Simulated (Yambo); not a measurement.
# Optical response of CsHF₂

```
CELL_PARAMETERS angstrom
     -3.05630     3.05630     3.88883
      3.05630    -3.05630     3.88883
      3.05630     3.05630    -3.88883
ATOMIC_POSITIONS crystal
  H  0.50000 0.00000 0.50000
  H  0.00000 0.50000 0.50000
  F  0.36801 0.86801 0.23602
  F  0.63199 0.13199 0.76398
  F  0.86801 0.63199 0.50000
  F  0.13199 0.36801 0.50000
  Cs 0.75000 0.75000 0.00000
  Cs 0.25000 0.25000 0.00000
```

Yambo, RPA with local fields on PBEsol bands; 4×4×4 mesh, 109 bands, 3 Ry local-field block, 0.2 eV broadening; field along x.

```tsv
E (eV)	Im ε	Re ε	Im ε, independent particles
0.0	0.00	2.05	0.00
0.5	0.00	2.05	0.00
1.0	0.00	2.05	0.00
1.5	0.00	2.06	0.00
2.0	0.01	2.07	0.01
2.5	0.01	2.09	0.01
3.0	0.01	2.11	0.01
3.5	0.01	2.13	0.01
4.0	0.01	2.16	0.02
4.5	0.02	2.20	0.02
5.0	0.02	2.24	0.03
5.5	0.03	2.30	0.03
6.0	0.04	2.38	0.04
6.5	0.06	2.49	0.07
7.0	0.13	2.61	0.15
7.5	0.27	2.85	0.29
8.0	0.40	2.78	0.44
8.5	0.68	3.08	0.75
9.0	1.35	3.03	1.47
9.5	1.73	2.48	1.89
10.0	1.40	2.00	1.54
10.5	1.25	2.03	1.41
11.0	1.26	2.14	1.47
11.5	1.32	1.87	1.76
12.0	1.16	1.94	1.88
12.5	1.44	2.09	3.33
13.0	1.44	1.70	3.35
13.5	1.37	1.44	2.65
14.0	1.10	1.71	2.73
14.5	1.28	1.79	3.40
15.0	1.46	1.63	3.12
15.5	1.40	1.50	3.47
16.0	1.46	1.54	3.51
16.5	1.54	1.58	1.98
17.0	2.22	1.61	1.28
17.5	1.83	0.27	1.25
18.0	1.25	0.54	1.38
18.5	1.09	0.86	1.22
19.0	1.22	0.92	1.05
19.5	1.23	0.81	0.92
20.0	1.21	0.82	0.94
```

Structure narrower than a few tenths of an eV can come from the finite k mesh. Convergence of the RPA response with its 4×4×4 mesh was not tested. No excitonic effects at this level.

Geometry of the Materials Project entry, not relaxed at this level.

The structure is a Materials Project entry; no match was found in the copy of COD used, and its stability was not checked.
